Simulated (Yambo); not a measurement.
RhI3 (space group C2/m, No. 12), G0W0@PBEsol in Yambo with this input:

```
rim_cut
gw0
dyson
el_el_corr
HF_and_locXC
ppa
em1d
RandQpts= 1000000
RandGvec= 1 Ry
EXXRLvcs= 88 Ry
VXCRLvcs= 352 Ry
Chimod= "HARTREE"
% BndsRnXp
 9 | 289 |
%
NGsBlkXp= 6 Ry
% LongDrXp
 1.0 | 1.0 | 1.0 |
%
PPAPntXp= 27.2114 eV
% GbndRnge
 1 | 289 |
%
GTermKind= "BG"
DysSolver= "n"
ExtendOut
```

On a 2×2×2 mesh, with wavefunctions cut at 88 Ry, the gap ((-0.5, -0.5, 0) → Γ) is 1.527 eV and the valence edge shifts by -0.187 eV.

What happens with this change: 2 Ry block?

The gap rises by 0.078 eV, to 1.605 eV; the shift of the valence edge becomes -0.054 eV. Neither run is shown to be the converged limit.

Spin-orbit coupling is not included.

Geometry relaxed with PBE+D3(BJ); primitive cell a = 6.7722 Å, b = 6.7722 Å, c = 6.6982 Å, α = 98.85°, β = 98.85°, γ = 120.02°.

The structure is a Materials Project entry; no match was found in the copy of COD used, and its stability was not checked.

A shift is the quasiparticle energy of the state minus its PBEsol energy.
